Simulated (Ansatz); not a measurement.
OsI$_{4}$, a known structure type with other elements, at an estimated volume

```xyz
5
Lattice="4.5529 4.7809 0.0000 4.5529 -4.7809 0.0000 0.0000 0.0000 -4.0884" Properties=species:S:1:pos:R:3 pbc="T T T"
I     4.5529   -2.9699   -2.0442
I     4.5529    2.9699   -2.0442
Os    0.0000    0.0000    0.0000
I     2.5970    0.0000    0.0000
I     6.5088    0.0000    0.0000
```

The numbers come from plane-wave PAW DFT (Ansatz): PBE, no spin polarisation, 420 eV, 5×5×8 Γ-centred k points, fermi-dirac occupations (width 0.1 eV). Nothing was relaxed.

- Stress: The pressure is 0.6 GPa (compression positive), so with the atoms held at these fractions the cell would first expand. The principal stresses -1.1, 0.1, 2.6 GPa differ, so its shape would change too.
- Charges: Bader charges in e: Os +0.38, I -0.15 to -0.05. In the mean Os gives up most and I takes most.
- Formation energy: 0.16 eV an atom against the elements' usual phases (free molecules for gases, crystals otherwise, with no correction for O₂ or N₂), so at this geometry it isn't bound against them. Relaxing would lower it.
- At the Fermi level: It is a metal, with about 6.8 states/eV a cell as the mean within 0.25 eV of the Fermi level, mostly I p (50 %) and Os d (49 %).
- Contacts: Os–I at 2.60 Å: least valence density 0.56 e/Å³ and ELF 0.43 there. These are pseudo-fields; inside the PAW spheres they differ from the all-electron ones.

Origin: a known structure type with other elements, at an estimated volume, so it need not be a known compound. Caveats: many states at the Fermi level without spin polarisation, so a magnetic state may lie lower.
